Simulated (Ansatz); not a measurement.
Relaxed-ion elastic tensor of AlRu (CsCl type, Pm-3m) in GPa (Voigt order), PBE in the plane-wave PAW code Ansatz; density 7.84 g/cm³, 13.55 Å³ per atom.

```json
[
 {"": "1", "1": "316", "2": "147", "3": "147", "4": "0.0", "5": "0.0", "6": "0.0"},
 {"": "2", "1": "147", "2": "316", "3": "147", "4": "0.0", "5": "0.0", "6": "0.0"},
 {"": "3", "1": "147", "2": "147", "3": "316", "4": "0.0", "5": "0.0", "6": "0.0"},
 {"": "4", "1": "0.0", "2": "0.0", "3": "0.0", "4": "125", "5": "0.0", "6": "0.0"},
 {"": "5", "1": "0.0", "2": "0.0", "3": "0.0", "4": "0.0", "5": "125", "6": "0.0"},
 {"": "6", "1": "0.0", "2": "0.0", "3": "0.0", "4": "0.0", "5": "0.0", "6": "125"}
]
```

**Question.** Is the crystal mechanically stable?

**Answer.** Yes: the smallest eigenvalue of C is 125 GPa.

**Question.** Work out the Voigt, Reuss and Hill averages.

**Answer.** K_V = 203, K_R = 203, K_H = 203; G_V = 109, G_R = 105, G_H = 107 GPa.

**Question.** Give Young's modulus, Poisson's ratio, Pugh's ratio and the universal anisotropy index.

**Answer.** E = 9KG/(3K + G) = 273 GPa; ν = 0.28; K/G = 1.90 (ductile by the Pugh limit of 1.75); A_U = 5G_V/G_R + K_V/K_R − 6 = 0.19.

**Question.** Estimate the sound speeds and the Debye temperature.

**Answer.** v_l = √((K + 4G/3)/ρ) = 6640 m/s, v_t = √(G/ρ) = 3690 m/s, mean 4110 m/s; Θ = (h/k)(3n/4πV)^(1/3) v_m = 514 K.

**Question.** Give the Zener ratio and Young's modulus along [100], [110] and [111].

**Answer.** A = 2C44/(C11 − C12) = 1.48; 1/E = S11 − 2(S11 − S12 − S44/2)Γ with Γ = 0, 1/4, 1/3 gives 223, 283, 312 GPa.

The PBE relaxation kept the symmetry of its start; phonons on a q-mesh show no instability. The run is not spin-polarised. As this level gives no gap, shear constants depend on the k-mesh and smearing (Fermi–Dirac, 0.1 eV here).

Potentials: the later of the program's two PAW sets.
